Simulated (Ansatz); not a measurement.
Relaxed candidate structures of SnO:

**A**
```
CELL_PARAMETERS angstrom
      2.06937     1.19475     2.34596
     -2.06937     1.19475     2.34596
      0.00000    -2.38950     2.34596
ATOMIC_POSITIONS crystal
  O  0.27269 0.27269 0.27269
  Sn 0.96940 0.96940 0.96940
```

**B**
```
SnO
1.0
    3.34183     0.00000     0.00000
   -1.67092     2.89411     0.00000
    0.00000     0.00000     7.60091
Sn O
2 2
Cartesian
  0.00000   0.00000   0.06085
  0.00000   0.00000   3.86131
  1.67092   0.96470   2.82294
 -0.00001   1.92941   6.62339
```

**C**
```cif
data_O2Sn2
_chemical_formula_sum 'Sn2 O2'
_space_group_name_H-M_alt 'P 1'
_space_group_IT_number 1
_cell_length_a 3.80348
_cell_length_b 3.80348
_cell_length_c 4.74600
_cell_angle_alpha 90.000
_cell_angle_beta 90.000
_cell_angle_gamma 90.000
loop_
_space_group_symop_operation_xyz
  'x, y, z'
loop_
_atom_site_label
_atom_site_type_symbol
_atom_site_fract_x
_atom_site_fract_y
_atom_site_fract_z
_atom_site_occupancy
Sn1 Sn 0.00000 0.50000 0.25719 1
Sn2 Sn 0.50000 0.00000 0.74281 1
O1 O 0.00000 0.00000 0.50000 1
O2 O 0.50000 0.50000 0.50000 1
```

**D**
```
SnO
1.0
    0.00000     2.68739     2.68739
    2.68739     0.00000     2.68739
    2.68739     2.68739     0.00000
O Sn
1 1
Direct
  0.25000   0.25000   0.25000
  0.00000   0.00000   0.00000
```

Task: Order them by energy per atom (lowest first) at the level PBEsol (plane waves to 420 eV, PAW, scalar-relativistic; Ansatz, a first-principles code).

Result: C (reference, the lowest among the structures calculated here), B (+0.33 eV/atom), A (+0.36 eV/atom), D (+0.50 eV/atom)

Task: Which candidates are metallic at this level, and what gaps do the others have?

Result: No gap: C, D. A: 1.41 eV (no spin-orbit coupling); B: 0.24 eV (no spin-orbit coupling).

Probably no minimum, since a slightly shaken restart fell lower: F-43m, cF8, zinc blende type (by 0.15 eV/atom, to R3m).  4 generated cells of layers, chains or molecules, poorly bound without dispersion, are left out. Each run could gain symmetry but not lose that of its start, so entries can be saddle points. From databases, or of a type measured for this composition: P4/nmm, tP4, AFLOW prototype AB_tP4_129_a_c (B10, as in PbO); the others are generated cells (placed on structure types, drawn at random, substituted or restacked) that were not matched to a known phase here. Static energies at zero pressure. No spin polarisation in the result.
